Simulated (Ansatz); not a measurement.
TlBr (CsCl type, Pm-3m), a = 4.0526 Å, b = 4.0526 Å, c = 4.0526 Å, α = 90.00°, β = 90.00°, γ = 90.00°.

This is the PBE-relaxed structure.

Question: All from the program Ansatz at the PBE level (PAW), unless another level is named. Estimate the electron effective mass.

Answer: 0.18, 0.24, 0.24 mₑ (principal values).

Question: What about the formation energy from the elements (no fitted shifts)?

Answer: -0.84 eV/atom.

Question: Give the weight of the conduction-edge state by species (Voronoi cells).

Answer: Tl 70 %, Br 30 %.

Question: Predict the valence-band maximum.

Answer: at X.

The PBE relaxation kept the symmetry of its start. The references are the lowest solids computed at this level, not always the standard phases. Spin–orbit coupling is left out wherever it is not named.

Potentials: the later of the program's two PAW sets.

Edges and masses are those of Kohn–Sham bands, whose gap is no quasiparticle gap.
